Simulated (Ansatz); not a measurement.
Ansatz input file:

```yaml
crystal:
  lattice:
    - [2.8753393025, 0.0, 0.0]
    - [0.0, 2.8753393025, 0.0]
    - [0.0, 0.0, 3.4042653687]
  atoms:
    - { symbol: Mn, position: [0.0, 0.0, 0.0], spin: 4.48 }
    - { symbol: Pt, position: [0.5, 0.5, 0.5], spin: 0.43 }
basis:
  ecutwfc: 500
kpoints:
  mp_grid: { grid: [14, 14, 12] }
hamiltonian:
  xc: r2scan
scf:
  occupations: { method: gaussian, width: 0.1 }
output:
  forces: true
  stress: true
  eigenvalues: true
  populations: true
magnetization:
  spin_polarized: true
relax:
  adjacent_minimum: "off"
  f_tol: 0.01
  max_steps: 30
  cell: { stress_tol: 0.1, fix: [volume] }
```

Run as
```bash
ansatz run input.yaml --threads 1 --pin off --max-ram 2560MiB --backend cpu --events-out ev --progress --plain --runs-dir out
```

The calculation used DFT r2SCAN, scalar-relativistic, plane waves, PAW (Ansatz 0.2.0).

Part of what the program printed, abridged:

```
Pseudopotentials: kind: paw
Pseudopotential: Mn, paw, valence charge 15, recommended cutoff 500 eV (meta_gga)
Pseudopotential: Pt, paw, valence charge 18, recommended cutoff 500 eV (meta_gga)
Functional definition: r2SCAN
Crystal: 2 atoms, lattice volume = 28.145 Å³
Basis set: ecut = 500 eV, 709 PW (Γ), exchange–correlation on 96×96×100 points (64 copies of the dense FFT grid, shifted against one another)
Bands: 23, of which v1, the nominal top of the filled ones, is band 17 counted from 1 (16 counted from 0)
Symmetry: 16 space group operations
Space group: P4/mmm (ITA 123), of the structure as read, at distance tolerance 3.0e-5 Å
Magnetic group: BNS 123.339 (UNI 999), of the structure as read, at distance tolerance 3.0e-5 Å
k-points: 252 of 2352
Initial density: superposition of atomic densities (chi_scale 0.1, normalization cell)
Starting moments: Σ|m| = 4.91 μB on 2 of 2 sites
Initial wavefunctions: pseudopotential atomic-orbital guess
Functional: x = r2scan, c = r2scan; τ floored in thin density (d = 2e-4 eV/Å³)
SCF iter   1: F=—  HF=-16441.584733 eV  |F-HF|=—  |Δ(HF+E_count)|=         —  Δρ=3.62e-2 (↑2.84e-2 ↓3.62e-2) dr2=1.14e0  dr2_τ=1.29e-2  dr2_m=3.23e-2  M=4.501 μB ∫|m|=4.539 μB  β_m=1.00  ethr=3.10e-3  ⟨swp⟩=4.9  Hψ=43613  notcnv=0
Mixer restart at iter 1: flushing history
SCF iter   2: F=—  HF=-16441.776873 eV  |F-HF|=—  |Δ(HF+E_count)|=   1.92e-1  Δρ=2.51e-2 (↑1.97e-2 ↓2.51e-2) dr2=5.93e-1  dr2_τ=5.21e-3  dr2_m=4.35e-3  M=4.466 μB ∫|m|=4.569 μB  β_m=1.00  ethr=3.10e-3  ⟨swp⟩=2.0  Hψ=18152  notcnv=0  defer=697  κ⁻¹=1.0e0(r=1)
SCF iter   3: F=—  HF=-16442.008381 eV  |F-HF|=—  |Δ(HF+E_count)|=   2.32e-1  Δρ=9.78e-3 (↑9.78e-3 ↓6.73e-3) dr2=2.03e-2  dr2_τ=1.82e-3  dr2_m=7.34e-3  M=4.449 μB ∫|m|=4.615 μB  β_m=1.00  ethr=1.80e-3  ⟨swp⟩=2.3  Hψ=18892  notcnv=0  defer=697  κ⁻¹=1.1e-1(r=2)
SCF iter   4: F=—  HF=-16442.037605 eV  |F-HF|=—  |Δ(HF+E_count)|=         —  Δρ=4.47e-3 (↑4.47e-3 ↓4.39e-3) dr2=8.10e-3  dr2_τ=2.70e-4  dr2_m=2.46e-4  M=4.456 μB ∫|m|=4.617 μB  β_m=1.00  ethr=6.15e-5  ⟨swp⟩=2.3  Hψ=23171  notcnv=0  defer=671
Mixer restart at iter 4: flushing history
SCF iter   5: F=—  HF=-16442.044183 eV  |F-HF|=—  |Δ(HF+E_count)|=   6.58e-3  Δρ=3.12e-3 (↑3.12e-3 ↓3.02e-3) dr2=3.69e-3  dr2_τ=1.72e-4  dr2_m=5.48e-6  M=4.457 μB ∫|m|=4.615 μB  β_m=1.00  ethr=2.45e-5  ⟨swp⟩=1.0  Hψ=11615  notcnv=0  defer=671  κ⁻¹=1.0e0(r=1)
SCF iter   6: F=—  HF=-16442.050830 eV  |F-HF|=—  |Δ(HF+E_count)|=   6.65e-3  Δρ=1.09e-3 (↑1.08e-3 ↓1.09e-3) dr2=5.08e-4  dr2_τ=1.73e-5  dr2_m=3.17e-6  M=4.458 μB ∫|m|=4.615 μB  β_m=1.00  ethr=1.12e-5  ⟨swp⟩=2.3  Hψ=16909  notcnv=0  defer=673  κ⁻¹=9.0e-2(r=2)
SCF iter   7: F=—  HF=-16442.052137 eV  |F-HF|=—  |Δ(HF+E_count)|=   1.31e-3  Δρ=2.93e-4 (↑2.03e-4 ↓2.93e-4) dr2=4.37e-5  dr2_τ=1.18e-6  dr2_m=2.68e-6  M=4.458 μB ∫|m|=4.616 μB  β_m=1.00  ethr=1.54e-6  ⟨swp⟩=2.2  Hψ=18757  notcnv=0  defer=673  κ⁻¹=2.2e-2(r=3)
SCF iter   8: F=—  HF=-16442.052209 eV  |F-HF|=—  |Δ(HF+E_count)|=   7.27e-5  Δρ=1.65e-4 (↑1.65e-4 ↓1.54e-4) dr2=1.64e-5  dr2_τ=2.67e-7  dr2_m=9.56e-8  M=4.458 μB ∫|m|=4.617 μB  β_m=1.00  ethr=1.32e-7  ⟨swp⟩=2.2  Hψ=16056  notcnv=0  defer=673  κ⁻¹=6.1e-3(r=4)
SCF iter   9: F=—  HF=-16442.052255 eV  |F-HF|=—  |Δ(HF+E_count)|=   4.59e-5  Δρ=8.95e-5 (↑8.95e-5 ↓8.37e-5) dr2=5.03e-6  dr2_τ=5.65e-8  dr2_m=2.08e-8  M=4.458 μB ∫|m|=4.617 μB  β_m=1.00  ethr=4.97e-8  ⟨swp⟩=2.2  Hψ=15320  notcnv=0  defer=673  κ⁻¹=3.6e-4(r=5)
SCF iter  10: F=—  HF=-16442.052273 eV  |F-HF|=—  |Δ(HF+E_count)|=   1.75e-5  Δρ=1.71e-5 (↑1.64e-5 ↓1.71e-5) dr2=1.95e-7  dr2_τ=4.24e-9  dr2_m=2.41e-9  M=4.458 μB ∫|m|=4.617 μB  β_m=1.00  ethr=1.53e-8  ⟨swp⟩=2.0  Hψ=17387  notcnv=0  defer=673  κ⁻¹=1.7e-5(r=6)
SCF iter  11: F=—  HF=-16442.052273 eV  |F-HF|=—  |Δ(HF+E_count)|=   4.88e-7  Δρ=8.61e-6 (↑7.06e-6 ↓8.61e-6) dr2=5.76e-8  dr2_τ=1.03e-9  dr2_m=3.58e-10  M=4.458 μB ∫|m|=4.617 μB  β_m=1.00  ethr=5.90e-10  ⟨swp⟩=2.0  Hψ=18855  notcnv=0  defer=673  κ⁻¹=7.5e-6(r=7)
SCF iter  12: F=-16442.052273 eV  HF=-16442.052273 eV  |F-HF|=1.48e-8  |Δ(HF+E_count)|=   2.01e-7  Δρ=6.47e-6 (↑3.78e-6 ↓6.47e-6) dr2=3.58e-8  dr2_τ=5.71e-10  dr2_m=9.14e-10  M=4.458 μB ∫|m|=4.617 μB  ethr=1.74e-10  ⟨swp⟩=6.0  Hψ=48391  notcnv=0
SCF 1 converged in 12 iterations: F = -16442.052273 eV  dr2 = 3.58e-8
relax step   1: F+E_penalty+E_count = -16442.05227333 eV  Δ(F+E_penalty+E_count) = +0.000e0 eV  max|allowed force component| = 2.840e-29 eV/Å  Δτ_max = 0.0000 Å  P = +13.288 GPa  Ω = 28.145 Å³  fix = [volume]  reactions: volume +13.288 GPa (12 SCF iters, dr2 threshold 1.00e-7 eV, accepted)
Initial density: handed on by an earlier stage of this run
Starting moments: Σ|m| = 4.91 μB on 2 of 2 sites; this step starts from the density that it was given
Initial wavefunctions: pseudopotential atomic-orbital guess (no wavefunctions were taken with the density)
SCF iter   1: F=—  HF=-16442.052269 eV  |F-HF|=—  |Δ(HF+E_count)|=         —  Δρ=2.48e-5 (↑2.48e-5 ↓1.99e-5) dr2=4.02e-7  dr2_τ=8.34e-9  dr2_m=2.25e-8  M=4.458 μB ∫|m|=4.617 μB  β_m=1.00  ethr=1.11e-8  ⟨swp⟩=3.8  Hψ=82730  notcnv=0
SCF iter   2: F=—  HF=-16442.052273 eV  |F-HF|=—  |Δ(HF+E_count)|=   4.80e-6  Δρ=2.48e-5 (↑2.48e-5 ↓1.52e-5) dr2=2.47e-7  dr2_τ=1.59e-8  dr2_m=4.33e-8  M=4.458 μB ∫|m|=4.617 μB  β_m=1.00  ethr=1.22e-9  ⟨swp⟩=2.1  Hψ=16543  notcnv=0  κ⁻¹=1.0e0(r=1)
SCF iter   3: F=—  HF=-16442.052273 eV  |F-HF|=—  |Δ(HF+E_count)|=   6.86e-8  Δρ=1.31e-5 (↑1.31e-5 ↓9.48e-6) dr2=9.97e-8  dr2_τ=1.76e-9  dr2_m=6.88e-9  M=4.458 μB ∫|m|=4.617 μB  β_m=1.00  ethr=7.50e-10  ⟨swp⟩=1.0  Hψ=11617  notcnv=0  κ⁻¹=4.7e-3(r=2)
SCF iter   4: F=—  HF=-16442.052273 eV  |F-HF|=—  |Δ(HF+E_count)|=   2.50e-8  Δρ=9.42e-6 (↑9.42e-6 ↓6.92e-6) dr2=5.24e-8  dr2_τ=7.90e-10  dr2_m=3.45e-9  M=4.458 μB ∫|m|=4.617 μB  β_m=1.00  ethr=3.02e-10  ⟨swp⟩=1.0  Hψ=11592  notcnv=0  κ⁻¹=6.2e-5(r=3)
SCF iter   5: F=—  HF=-16442.052273 eV  |F-HF|=—  |Δ(HF+E_count)|=   2.65e-8  Δρ=1.11e-6 (↑1.11e-6 ↓9.85e-7) dr2=5.42e-10  dr2_τ=1.90e-11  dr2_m=2.76e-11  M=4.458 μB ∫|m|=4.617 μB  β_m=1.00  ethr=1.59e-10  ⟨swp⟩=2.1  Hψ=17285  notcnv=0  κ⁻¹=6.0e-6(r=4)
SCF iter   6: F=—  HF=-16442.052273 eV  |F-HF|=—  |Δ(HF+E_count)|=   2.42e-9  Δρ=3.18e-7 (↑2.50e-7 ↓3.18e-7) dr2=7.00e-11  dr2_τ=4.66e-12  dr2_m=1.68e-12  M=4.458 μB ∫|m|=4.617 μB  β_m=1.00  ethr=1.64e-12  ⟨swp⟩=2.1  Hψ=19175  notcnv=0  κ⁻¹=2.8e-6(r=5)
SCF iter   7: F=—  HF=-16442.052273 eV  |F-HF|=—  |Δ(HF+E_count)|=  7.71e-10  Δρ=1.90e-7 (↑1.74e-7 ↓1.90e-7) dr2=2.88e-11  dr2_τ=2.68e-13  dr2_m=2.00e-13  M=4.458 μB ∫|m|=4.617 μB  β_m=1.00  ethr=1.00e-12  ⟨swp⟩=2.1  Hψ=15744  notcnv=0  κ⁻¹=1.5e-6(r=6)
SCF iter   8: F=—  HF=-16442.052273 eV  |F-HF|=—  |Δ(HF+E_count)|=  1.82e-10  Δρ=2.07e-7 (↑1.70e-7 ↓2.07e-7) dr2=2.71e-11  dr2_τ=6.45e-13  dr2_m=2.32e-12  M=4.458 μB ∫|m|=4.617 μB  β_m=1.00  ethr=1.00e-12  ⟨swp⟩=1.0  Hψ=11592  notcnv=0  κ⁻¹=7.6e-7(r=7)
SCF iter   9: F=-16442.052273 eV  HF=-16442.052273 eV  |F-HF|=4.00e-11  |Δ(HF+E_count)|=  2.22e-10  Δρ=2.02e-7 (↑1.33e-7 ↓2.02e-7) dr2=4.01e-11  dr2_τ=5.06e-13  dr2_m=7.23e-13  M=4.458 μB ∫|m|=4.617 μB  ethr=1.00e-12  ⟨swp⟩=3.0  Hψ=38812  notcnv=0
SCF 2 converged in 9 iterations: F = -16442.052273 eV  dr2 = 4.01e-11
Initial wavefunctions: those handed on with the density
SCF iter   1: F=—  HF=-16442.052243 eV  |F-HF|=—  |Δ(HF+E_count)|=         —  Δρ=6.71e-5 (↑4.23e-5 ↓6.71e-5) dr2=8.68e-7  dr2_τ=1.39e-5  dr2_m=5.48e-7  M=4.457 μB ∫|m|=4.617 μB  β_m=1.00  ethr=2.41e-9  ⟨swp⟩=3.0  Hψ=64416  notcnv=0
SCF iter   2: F=—  HF=-16442.052285 eV  |F-HF|=—  |Δ(HF+E_count)|=   4.18e-5  Δρ=2.77e-5 (↑2.68e-5 ↓2.77e-5) dr2=2.57e-7  dr2_τ=1.32e-8  dr2_m=2.09e-8  M=4.457 μB ∫|m|=4.617 μB  β_m=1.00  ethr=2.41e-9  ⟨swp⟩=2.0  Hψ=19959  notcnv=0  κ⁻¹=1.0e0(r=1)
SCF iter   3: F=—  HF=-16442.052285 eV  |F-HF|=—  |Δ(HF+E_count)|=   2.49e-7  Δρ=1.88e-5 (↑1.81e-5 ↓1.88e-5) dr2=1.28e-7  dr2_τ=6.02e-9  dr2_m=1.13e-9  M=4.457 μB ∫|m|=4.617 μB  β_m=1.00  ethr=7.79e-10  ⟨swp⟩=1.8  Hψ=13812  notcnv=0  κ⁻¹=3.7e-3(r=2)
SCF iter   4: F=—  HF=-16442.052285 eV  |F-HF|=—  |Δ(HF+E_count)|=   1.74e-7  Δρ=8.31e-6 (↑8.31e-6 ↓8.31e-6) dr2=2.67e-8  dr2_τ=1.28e-9  dr2_m=3.59e-10  M=4.457 μB ∫|m|=4.617 μB  β_m=1.00  ethr=3.87e-10  ⟨swp⟩=2.1  Hψ=15435  notcnv=0  κ⁻¹=1.0e-3(r=3)
SCF iter   5: F=—  HF=-16442.052285 eV  |F-HF|=—  |Δ(HF+E_count)|=   5.37e-8  Δρ=2.14e-6 (↑1.69e-6 ↓2.14e-6) dr2=1.96e-9  dr2_τ=5.84e-11  dr2_m=1.79e-10  M=4.457 μB ∫|m|=4.617 μB  β_m=1.00  ethr=8.10e-11  ⟨swp⟩=2.5  Hψ=17484  notcnv=0  κ⁻¹=1.4e-4(r=4)
SCF iter   6: F=-16442.052285 eV  HF=-16442.052285 eV  |F-HF|=3.13e-10  |Δ(HF+E_count)|=   6.19e-9  Δρ=1.19e-6 (↑1.19e-6 ↓1.06e-6) dr2=1.23e-9  dr2_τ=9.57e-12  dr2_m=2.63e-11  M=4.457 μB ∫|m|=4.617 μB  ethr=5.95e-12  ⟨swp⟩=2.0  Hψ=34106  notcnv=0
SCF 3 converged in 6 iterations: F = -16442.052285 eV  dr2 = 1.23e-9
relax step   3: F+E_penalty+E_count = -16442.05228542 eV  Δ(F+E_penalty+E_count) = -1.206e-5 eV  max|allowed force component| = 8.046e-29 eV/Å  Δτ_max = 0.0000 Å  P = +13.289 GPa  Ω = 28.145 Å³  energy of the carried Pulay correction = +3.465e-7 eV  fix = [volume]  reactions: volume +13.289 GPa (6 SCF iters, dr2 threshold 2.51e-8 eV, accepted)
SCF iter   1: F=—  HF=-16442.052276 eV  |F-HF|=—  |Δ(HF+E_count)|=         —  Δρ=2.72e-5 (↑2.72e-5 ↓2.13e-5) dr2=4.46e-7  dr2_τ=1.00e-8  dr2_m=2.95e-8  M=4.457 μB ∫|m|=4.617 μB  β_m=1.00  ethr=1.14e-8  ⟨swp⟩=3.8  Hψ=82592  notcnv=0
SCF iter   2: F=—  HF=-16442.052283 eV  |F-HF|=—  |Δ(HF+E_count)|=   6.69e-6  Δρ=2.47e-5 (↑2.47e-5 ↓1.71e-5) dr2=2.95e-7  dr2_τ=2.05e-8  dr2_m=4.54e-8  M=4.457 μB ∫|m|=4.617 μB  β_m=1.00  ethr=1.35e-9  ⟨swp⟩=2.1  Hψ=16524  notcnv=0  κ⁻¹=1.0e0(r=1)
SCF iter   3: F=—  HF=-16442.052283 eV  |F-HF|=—  |Δ(HF+E_count)|=   7.94e-8  Δρ=1.30e-5 (↑1.30e-5 ↓1.02e-5) dr2=1.14e-7  dr2_τ=2.34e-9  dr2_m=7.46e-9  M=4.457 μB ∫|m|=4.617 μB  β_m=1.00  ethr=8.93e-10  ⟨swp⟩=1.0  Hψ=11632  notcnv=0  κ⁻¹=3.9e-3(r=2)
SCF iter   4: F=—  HF=-16442.052283 eV  |F-HF|=—  |Δ(HF+E_count)|=   3.07e-8  Δρ=9.10e-6 (↑9.10e-6 ↓7.22e-6) dr2=5.69e-8  dr2_τ=1.03e-9  dr2_m=3.50e-9  M=4.457 μB ∫|m|=4.617 μB  β_m=1.00  ethr=3.45e-10  ⟨swp⟩=1.0  Hψ=11592  notcnv=0  κ⁻¹=6.7e-5(r=3)
SCF iter   5: F=—  HF=-16442.052283 eV  |F-HF|=—  |Δ(HF+E_count)|=   3.06e-8  Δρ=2.17e-6 (↑2.17e-6 ↓1.80e-6) dr2=3.05e-9  dr2_τ=6.67e-11  dr2_m=1.86e-10  M=4.457 μB ∫|m|=4.617 μB  β_m=1.00  ethr=1.73e-10  ⟨swp⟩=2.1  Hψ=15927  notcnv=0  κ⁻¹=5.5e-6(r=4)
SCF iter   6: F=—  HF=-16442.052283 eV  |F-HF|=—  |Δ(HF+E_count)|=  6.80e-10  Δρ=1.56e-6 (↑1.56e-6 ↓1.03e-6) dr2=1.11e-9  dr2_τ=2.33e-11  dr2_m=9.56e-11  M=4.457 μB ∫|m|=4.617 μB  β_m=1.00  ethr=9.26e-12  ⟨swp⟩=1.0  Hψ=11592  notcnv=0  κ⁻¹=5.5e-6(r=5)
SCF iter   7: F=—  HF=-16442.052283 eV  |F-HF|=—  |Δ(HF+E_count)|=   1.13e-9  Δρ=1.25e-6 (↑1.25e-6 ↓8.46e-7) dr2=7.69e-10  dr2_τ=1.67e-11  dr2_m=5.18e-11  M=4.457 μB ∫|m|=4.617 μB  β_m=1.00  ethr=3.36e-12  ⟨swp⟩=1.0  Hψ=11592  notcnv=0  κ⁻¹=1.3e-6(r=6)
SCF iter   8: F=—  HF=-16442.052283 eV  |F-HF|=—  |Δ(HF+E_count)|=  4.91e-10  Δρ=8.71e-7 (↑8.71e-7 ↓6.33e-7) dr2=3.84e-10  dr2_τ=9.37e-12  dr2_m=2.56e-11  M=4.457 μB ∫|m|=4.617 μB  β_m=1.00  ethr=2.33e-12  ⟨swp⟩=1.0  Hψ=11592  notcnv=0  κ⁻¹=3.4e-7(r=7)
SCF iter   9: F=—  HF=-16442.052283 eV  |F-HF|=—  |Δ(HF+E_count)|=  7.09e-10  Δρ=5.21e-7 (↑5.21e-7 ↓4.30e-7) dr2=1.54e-10  dr2_τ=3.96e-12  dr2_m=1.04e-11  M=4.457 μB ∫|m|=4.617 μB  β_m=1.00  ethr=1.16e-12  ⟨swp⟩=1.0  Hψ=11592  notcnv=0  κ⁻¹=1.1e-7(r=8)
SCF iter  10: F=—  HF=-16442.052283 eV  |F-HF|=—  |Δ(HF+E_count)|=  5.75e-10  Δρ=7.63e-8 (↑7.63e-8 ↓5.69e-8) dr2=2.21e-12  dr2_τ=8.57e-14  dr2_m=2.41e-13  M=4.457 μB ∫|m|=4.617 μB  β_m=1.00  ethr=1.00e-12  ⟨swp⟩=1.0  Hψ=11592  notcnv=0  κ⁻¹=5.4e-7(r=8)
SCF iter  11: F=-16442.052283 eV  HF=-16442.052283 eV  |F-HF|=7.28e-12  |Δ(HF+E_count)|=  2.91e-11  Δρ=9.47e-8 (↑5.23e-8 ↓9.47e-8) dr2=9.60e-12  dr2_τ=1.30e-13  dr2_m=1.26e-13  M=4.457 μB ∫|m|=4.617 μB  ethr=1.00e-12  ⟨swp⟩=2.3  Hψ=33396  notcnv=0
SCF 4 converged in 11 iterations: F = -16442.052283 eV  dr2 = 9.60e-12
SCF converged after 11 iterations
Stability not checked: this state was not tested for a lower state beside it, because the mixer in use, unlike msr1, does not test its closes by its own steps (another_mixer; see scf.mixing.algorithm and scf.lower_state_search)
Magnetization: 4.4571 μB (18.7286 up, 14.2714 down)
Absolute magnetization: 4.6180 μB (∫|ρ↑−ρ↓|, with the PAW one-centre terms)
Spin contamination: 0.1210 ħ² per cell (⟨S²⟩ above its minimum at these occupations)
Per-site moments (μB) at R_I (Å): [(3.98777121, 1.09389852), (0.42385397, 1.09389852)]
Free energy (F): -16442.052283 eV
Harris-Foulkes:  -16442.052283 eV  (|F-HF|=7.28e-12)
Internal energy: -16442.051060 eV  (E = F + TS)
E sigma→0 (E₀):  -16442.051671 eV
Entropy (-TS):   -0.001223 eV (-0.612 meV/atom)
Fermi energy:    20.532563 eV
--- Per-component energies (eV) ---
  E_band       = -377.331364
  E_kinetic    = 941.941397
  E_local      = -3254.392533  (includes V_loc(G=0)·N_el)
  E_nonlocal   = 451.894668
  E_hartree    = 1285.124455
  E_xc         = -360.536687
  E_vxc        = -500.478013  (∫ρ·V_xc dr)
  E_paw        = -10794.979783  (= ΣΔE_a)
  E_vpaw       = -619.561956  (= ΣTr[D̂ρ^β])
  E_aug_tail   = 0.000142  (compensation charges beyond the density's cutoff)
  E_vtau       = 33.016036  (kinetic-family band-sum trace: ∫τ·v_τ [+ j·A + Jᵃ·Aᵃ] dr)
  E_ewald      = -4710.588182
  E_core_change = -0.514538  (= ΣΔE_core)
  E_smearing   = -0.001223  (= −TS)
--- Forces (eV/Å), atoms counted from 1 ---
  atom   1  Mn     0.00000000     0.00000000     0.00000000
  atom   2  Pt     0.00000000     0.00000000     0.00000000
--- Stress (GPa, compression-positive) ---
       13.285776       0.000000       0.000000
        0.000000      13.285776       0.000000
        0.000000       0.000000      13.295225
  P = ⅓ Tr σ = 13.2889 GPa (132.889 kbar)
--- Band table (eV; the first three rows and the last of 504) ---
  k-point 0 ↑: bands = ["-80.3828", "-64.4068", "-34.0178", "-34.0080", "-34.0080", "-31.8556", "-31.8444", "-31.8444", "10.3844", "13.6241", "13.7185", "16.4098", "16.4098", "17.4225", "17.5311", "18.6340", "19.6390", "19.9181", "19.9181", "24.9320", "30.3777", "30.3777", "33.2014"]
  k-point 1 ↑: bands = ["-80.3828", "-64.4068", "-34.0182", "-34.0075", "-34.0075", "-31.8579", "-31.8449", "-31.8449", "10.4981", "13.6828", "13.7647", "16.4391", "16.4391", "17.4542", "17.4622", "18.6091", "19.5993", "19.7948", "19.7948", "24.3600", "30.6285", "30.6285", "33.8833"]
  k-point 2 ↑: bands = ["-80.3827", "-64.4067", "-34.0194", "-34.0059", "-34.0059", "-31.8641", "-31.8464", "-31.8464", "10.8298", "13.8484", "13.8997", "16.5282", "16.5282", "17.2654", "17.5475", "18.5356", "19.4626", "19.4626", "19.4842", "23.0429", "31.3379", "31.3379", "35.4659"]
  k-point 251 ↓: bands = ["-80.0164", "-58.7389", "-33.7079", "-33.7079", "-33.5926", "-26.3161", "-26.3161", "-26.2483", "14.6222", "15.3110", "15.3110", "19.1372", "19.2078", "19.6739", "19.6739", "20.7762", "23.6813", "24.3926", "27.5642", "29.0371", "29.0371", "30.2264", "30.6260"]
--- Relaxed structure (2 steps of the walk, 2 accepted, 2 SCFs on fresh bases) ---
  F+E_penalty+E_count = -16442.05228305 eV   max|allowed force component| = 2.043e-28 eV/Å   (the final SCF, on the basis selected at the relaxed cell)
  cell:  # Å, volume = 28.1450 Å³
    - [2.87413379, 0.0, 0.0]
    - [0.0, 2.87413379, 0.0]
    - [0.0, 0.0, 3.40712168]
  atoms:
    - { symbol: Mn, position: [0.0, 0.0, 0.0] }
    - { symbol: Pt, position: [0.50000000, 0.50000000, 0.5] }
--- Löwdin populations: 2 sites ---
  site symbol q [e]    m [muB]
     0     Mn     14.4445     4.1619
     1     Pt     18.1742     0.3867
  spilling = 0.011557 (of n_electrons = 33.000000)
```

The relaxation met its thresholds.

It took 3.7 min on 1 thread of Arm Neoverse V1 (shared host), peak memory 0.66 GiB.

The state reached may not be the lowest one. Spin-orbit coupling is left out, which matters for the bands of heavy elements. Only parallel moments were tried here.